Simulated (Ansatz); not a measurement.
A crystal relaxed with r2SCAN in Ansatz has space group Cmmm (No. 65) and a = 6.752 Å, b = 6.775 Å, c = 6.416 Å.

```csv
atom,site,x,y,z
Sn,2b,0.0000,0.5000,0.0000
Sn,4k,0.0000,0.0000,0.7509
Xx,4i,0.0000,0.1953,0.0000
Xx,8o,0.1954,0.5000,0.7513
Hf,2c,0.0000,0.5000,0.5000
Xx,4j,0.0000,0.1929,0.5000
```

r2SCAN gives a direct gap of 2.66 eV at Γ. The PBE gap is direct at Γ: 2.01 eV. Meshes: r2SCAN 6×6×4, PBE 6×6×4. r2SCAN's ε∞ is 4.0 along x and y, 4.4 along z.

Q: Which element is Xx?
A. O
B. Se
C. Te
D. S

A: A. Xx is O: a 12-atom cell of HfSn3O8 built on the rutile structure (relaxed group Cmmm). Sn is surrounded by 6 O at 2.06–2.07 Å; O is surrounded by 3 Sn at 2.06–2.07 Å; O is surrounded by 2 Sn at 2.06–2.07 Å and 1 Hf at 2.08 Å; Hf is surrounded by 6 O at 2.08 Å; O is surrounded by 2 Sn at 2.07 Å and 1 Hf at 2.08 Å.

Spin-unpolarised throughout. Whether this structure exists isn't addressed.

Spin-orbit coupling is left out, which matters wherever the heavy atoms make up the band edges.

For a response run the program warns that the ground state's bands aren't all converged, so ε∞ carries an extra error.
